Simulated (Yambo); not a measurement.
Yambo run on MoCl6 (space group P-31m, No. 162). The wavefunctions come from this Quantum ESPRESSO step (LDA, PseudoDojo standard norm-conserving files, scalar-relativistic):

```
&CONTROL
  calculation = 'nscf'
  pseudo_dir = './pseudo'
  outdir = './out'
/
&SYSTEM
  ibrav = 0
  nat = 7
  ntyp = 2
  ecutwfc = 80.0
  ecutrho = 320.0
  occupations = 'fixed'
  force_symmorphic = .true.
  nbnd = 198
/
&ELECTRONS
  conv_thr = 7.000000000000001e-09
  diago_full_acc = .true.
  diago_thr_init = 1e-08
/
ATOMIC_SPECIES
Cl 35.4500 Cl.upf
Mo 95.9500 Mo.upf
CELL_PARAMETERS angstrom
  6.173480212000   0.000000000000   0.000000000000
 -3.086740106000   5.346390694000   0.000000000000
  0.000000000000   0.000000000000   5.665920000000
ATOMIC_POSITIONS crystal
Cl   0.303610000000   0.303610000000   0.266290000000
Cl   0.696390000000   0.696390000000   0.733710000000
Cl   0.696390000000   0.000000000000   0.266290000000
Cl   0.303610000000   0.000000000000   0.733710000000
Cl  -0.000000000000   0.696390000000   0.266290000000
Cl   0.000000000000   0.303610000000   0.733710000000
Mo   0.000000000000   0.000000000000   0.500000000000
K_POINTS automatic
3 3 2 0 0 0
```

Yambo input:

```
rim_cut
gw0
dyson
el_el_corr
HF_and_locXC
ppa
em1d
RandQpts= 1000000
RandGvec= 1 Ry
EXXRLvcs= 80 Ry
VXCRLvcs= 320 Ry
Chimod= "HARTREE"
% BndsRnXp
 2 | 197 |
%
NGsBlkXp= 6 Ry
% LongDrXp
 1.0 | 1.0 | 1.0 |
%
PPAPntXp= 27.2114 eV
% GbndRnge
 1 | 197 |
%
GTermKind= "BG"
DysSolver= "n"
ExtendOut
% QPkrange
 1 | 1 | 28 | 29 |
 2 | 2 | 28 | 29 |
 5 | 5 | 28 | 29 |
 6 | 6 | 28 | 29 |
%
```

k points by index: 1 = Γ, 2 = A, 5 = K, 6 = H.

Table of the .qp output:

```
#    K-point    Band    Eo [eV]    E [eV]    E-Eo [eV]    Vxc [eV]    Vnlxc [eV]    Sc|Eo [eV]    Sc|E [eV]    dSc/dw|Eo [eV]    Re(Z)    Im(Z)
#
    1    28    -0.138826    -0.830176    -0.691349    -14.81379    -18.62114    2.899696    3.116005    -8.512059    0.761720    -0.001722
    1    29    0.944918    1.827462    0.882545    -16.62157    -11.91966    -3.543945    -3.819369    -8.489093    0.762198    -0.003457
    2    28    -0.319555    -0.951712    -0.632157    -14.56130    -18.35925    2.961698    3.165789    -8.781183    0.756016    -0.003016
    2    29    1.311143    2.139363    0.828219    -16.53078    -12.11548    -3.327390    -3.587078    -8.528825    0.761349    -0.003631
    5    28    0.000000    -0.709935    -0.709935    -14.62975    -18.72310    3.154853    3.383409    -8.758268    0.756505    -0.001869
    5    29    1.162739    2.010471    0.847733    -16.59034    -12.02403    -3.451403    -3.718580    -8.558102    0.760546    -0.012245
    6    28    -0.245964    -0.962698    -0.716734    -14.39118    -18.57875    3.238726    3.470836    -8.809740    0.755422    -0.002132
    6    29    1.231140    2.030873    0.799733    -16.54780    -12.29278    -3.202875    -3.455287    -8.576696    0.760235    -0.009269
```
(The two width columns are left out.) Convergence of these settings isn't established.

Spin-orbit coupling is not included.

Geometry of the Materials Project entry, not relaxed at this level.

The structure is a Materials Project entry; no match was found in the copy of COD used, and its stability was not checked.
